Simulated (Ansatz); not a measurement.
Consider the following.

GePd2:
```
CELL_PARAMETERS angstrom
      6.70414     0.00000     0.00000
     -3.35207     5.80595     0.00000
      0.00000     0.00000     3.40045
ATOMIC_POSITIONS crystal
  Ge 0.66667 0.33333 0.00000
  Ge 0.33333 0.66667 0.00000
  Ge 0.00000 0.00000 0.50000
  Pd 0.60942 0.00000 0.50000
  Pd 0.39058 0.39058 0.50000
  Pd 0.00000 0.60942 0.50000
  Pd 0.00000 0.27032 0.00000
  Pd 0.27032 0.00000 0.00000
  Pd 0.72968 0.72968 0.00000
```

This is the PBEsol-relaxed structure.

Question: All from PBEsol in the plane-wave PAW code Ansatz, unless another level is named. Give the electronic character.

Answer: metallic (no gap).

Question: And the formation energy from the elements (no fitted shifts)?

Answer: -0.58 eV/atom.

Question: And the density of states at the Fermi level?

Answer: 0.21 states/eV per atom (mean over ±0.08 eV).

Question: And the gap with spin–orbit coupling?

Answer: none (metallic).

Space group P-62m. The workflow started from a Materials Project entry (that database holds measured and hypothetical structures alike); the Crystallography Open Database copy checked does not list it. Its standing as an ambient phase is unchecked. The cell was relaxed with PBEsol under the symmetry of its start; whether a distortion lowers the energy is not shown. No spin polarisation was allowed. The references are the lowest solids computed at this level, not always the standard phases. Spin–orbit coupling is left out wherever it is not named.

Potentials: the later of the program's two PAW sets.
